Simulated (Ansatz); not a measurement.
Ansatz 0.2.0, relaxation: CaTl2Sb2

The command:

```bash
ansatz run input.yaml --threads 2 --pin off --max-ram 2560MiB --backend cpu --events-out ev --progress --plain --runs-dir out
```

Input:

```yaml
crystal:
  lattice:
    - [4.799776, 0.0, 0.0]
    - [-2.399888, 4.156729, 0.0]
    - [0.0, 0.0, 8.066996]
  atoms:
    - { symbol: Tl, position: [0.3333, 0.6667, 0.6307] }
    - { symbol: Tl, position: [0.6667, 0.3333, 0.3693] }
    - { symbol: Ca, position: [0.0, 0.0, 0.0] }
    - { symbol: Sb, position: [0.3333, 0.6667, 0.2571] }
    - { symbol: Sb, position: [0.6667, 0.3333, 0.7429] }
  symmetry: { tolerance: 0.0003 }
kpoints:
  mp_grid: { grid: [6, 6, 4], shift: [0, 0, 0] }
magnetization:
  spin_polarized: false
scf:
  occupations: { method: fermi_dirac, width: 0.0168 }
  lower_state_search: "off"
hamiltonian:
  pseudopotentials: { kind: paw }
  xc: pbe
basis:
  ecutwfc: 420
  fft_grid_basis: typed
relax:
  max_steps: 80
  cell: { p_target: 0.0 }
output:
  forces: true
  stress: true
  eigenvalues: true
  bader: true
  populations: true
  elf: true
  write_potential: true
  volumetric_format: npy
  dos:
    e_range: [-12, 8]
    de: 0.05
    projected: { site_lists: { Ca: [Ca], Sb: [Sb], Tl: [Tl] } }
  write_density: true
checkpoint:
  read: saved_state
```

Origin of the cell: a known structure type with other elements, at an estimated volume, so it need not be a known compound.

The saved state is a converged single point of the same cell.

Steps («new basis» is an SCF on plane waves selected anew at the same cell):

| step | ΔF (meV/atom) | max force component (eV/Å) | P (GPa) | volume (Å³) | SCF iterations | step was |
| --- | --- | --- | --- | --- | --- | --- |
| 1 | 0.0 | 1.398 | 4.52 | 160.95 | 6 | accepted |
| 2 | -111.1 | 0.524 | 0.61 | 171.06 | 7 | accepted |
| 3 | -144.4 | 0.303 | 0.27 | 169.74 | 6 | accepted |
| 4 | -152.6 | 0.116 | 0.50 | 167.15 | 6 | accepted |
| 5 | -155.2 | 0.072 | -0.06 | 169.93 | 6 | accepted |
| 6 | -155.7 | 0.013 | -0.02 | 169.67 | 5 | accepted |
| 7 | -155.8 | 0.005 | -0.01 | 169.61 | 5 | accepted |
| 8 | -155.8 | 0.001 | 0.00 | 169.48 | 8 | accepted |
| 9 | -156.0 | 0.009 | -0.01 | 169.36 | 7 | accepted |
| 10 | -158.0 | 0.019 | -0.05 | 168.92 | 6 | accepted |
| 11 | -158.6 | 0.110 | -0.06 | 167.10 | 6 | accepted |
| 12 | -160.8 | 0.009 | 0.05 | 167.23 | 5 | accepted |
| 13 | -160.8 | 0.002 | 0.00 | 167.38 | 5 | accepted |
| 14 | -161.2 | 0.002 | 0.01 | 167.38 | 6 | new basis |

Step 1, with forces in eV/Å:

```xyz
5
Lattice="4.800 0.000 0.000 -2.400 4.157 0.000 0.000 0.000 8.067" Properties=species:S:1:pos:R:3:forces:R:3 pbc="T T T" step=1
Tl    0.000    2.771    5.088    0.000    0.000    0.144
Tl    2.400    1.386    2.979    0.000    0.000   -0.144
Ca    0.000    0.000    0.000    0.000    0.000    0.000
Sb    0.000    2.771    2.074    0.000    0.000   -1.398
Sb    2.400    1.386    5.993    0.000    0.000    1.398
```

Step 2, with forces in eV/Å:

```xyz
5
Lattice="4.941 0.000 0.000 -2.470 4.279 0.000 0.000 0.000 8.092" Properties=species:S:1:pos:R:3:forces:R:3 pbc="T T T" step=2
Tl    0.000    2.853    5.128    0.000    0.000   -0.093
Tl    2.470    1.426    2.964    0.000    0.000    0.093
Ca    0.000    0.000    0.000    0.000    0.000    0.000
Sb    0.000    2.853    1.880    0.000    0.000   -0.524
Sb    2.470    1.426    6.211    0.000    0.000    0.524
```

Step 3, with forces in eV/Å:

```xyz
5
Lattice="4.980 0.000 0.000 -2.490 4.313 0.000 0.000 0.000 7.903" Properties=species:S:1:pos:R:3:forces:R:3 pbc="T T T" step=3
Tl    0.000    2.875    4.998    0.000    0.000   -0.020
Tl    2.490    1.438    2.905    0.000    0.000    0.020
Ca    0.000    0.000    0.000    0.000    0.000    0.000
Sb    0.000    2.875    1.677    0.000    0.000   -0.303
Sb    2.490    1.438    6.226    0.000    0.000    0.303
```

Step 4, with forces in eV/Å:

```xyz
5
Lattice="4.997 0.000 0.000 -2.498 4.328 0.000 0.000 0.000 7.729" Properties=species:S:1:pos:R:3:forces:R:3 pbc="T T T" step=4
Tl    0.000    2.885    4.882    0.000    0.000    0.062
Tl    2.498    1.443    2.848    0.000    0.000   -0.062
Ca    0.000    0.000    0.000    0.000    0.000    0.000
Sb    0.000    2.885    1.453    0.000    0.000    0.116
Sb    2.498    1.443    6.276    0.000    0.000   -0.116
```

Step 5, with forces in eV/Å:

```xyz
5
Lattice="5.066 0.000 0.000 -2.533 4.388 0.000 0.000 0.000 7.644" Properties=species:S:1:pos:R:3:forces:R:3 pbc="T T T" step=5
Tl    0.000    2.925    4.849    0.000    0.000    0.030
Tl    2.533    1.463    2.795    0.000    0.000   -0.030
Ca    0.000    0.000    0.000    0.000    0.000    0.000
Sb    0.000    2.925    1.445    0.000    0.000    0.072
Sb    2.533    1.463    6.199    0.000    0.000   -0.072
```

Step 10, with forces in eV/Å:

```xyz
5
Lattice="5.133 0.000 0.000 -2.566 4.445 0.000 0.000 0.000 7.404" Properties=species:S:1:pos:R:3:forces:R:3 pbc="T T T" step=10
Tl    0.000    2.963    4.732    0.000    0.000    0.010
Tl    2.566    1.482    2.672    0.000    0.000   -0.010
Ca    0.000    0.000    0.000    0.000    0.000    0.000
Sb    0.000    2.963    1.442    0.000    0.000    0.019
Sb    2.566    1.482    5.963    0.000    0.000   -0.019
```

Step 11, with forces in eV/Å:

```xyz
5
Lattice="5.242 0.000 0.000 -2.621 4.540 0.000 0.000 0.000 7.021" Properties=species:S:1:pos:R:3:forces:R:3 pbc="T T T" step=11
Tl    0.000    3.027    4.532    0.000    0.000    0.084
Tl    2.621    1.513    2.489    0.000    0.000   -0.084
Ca    0.000    0.000    0.000    0.000    0.000    0.000
Sb    0.000    3.027    1.388    0.000    0.000   -0.110
Sb    2.621    1.513    5.633    0.000    0.000    0.110
```

Step 14, with forces in eV/Å:

```xyz
5
Lattice="5.200 0.000 0.000 -2.600 4.503 0.000 0.000 0.000 7.148" Properties=species:S:1:pos:R:3:forces:R:3 pbc="T T T" step=14
Tl    0.000    3.002    4.606    0.000    0.000    0.000
Tl    2.600    1.501    2.541    0.000    0.000    0.000
Ca    0.000    0.000    0.000    0.000    0.000    0.000
Sb    0.000    3.002    1.384    0.000    0.000   -0.002
Sb    2.600    1.501    5.764    0.000    0.000    0.002
```

- Free energy lowered by: 161.2 meV/atom
- Volume change: 4.00 %
- Final pressure: 0.01 GPa
- Relaxation steps listed: 14
- Formation energy (elements under the same functional, gases as molecules, uncorrected): -0.290 eV/atom

Caveats: no spin-orbit coupling, though heavy elements are present; the relaxation held the start's symmetry, so the end may be a saddle point.

Time: 73 s on 2 threads of AMD EPYC 7R43 64-Core Processor (Zen 3) (shared host), peak memory 0.59 GiB, from a saved density.
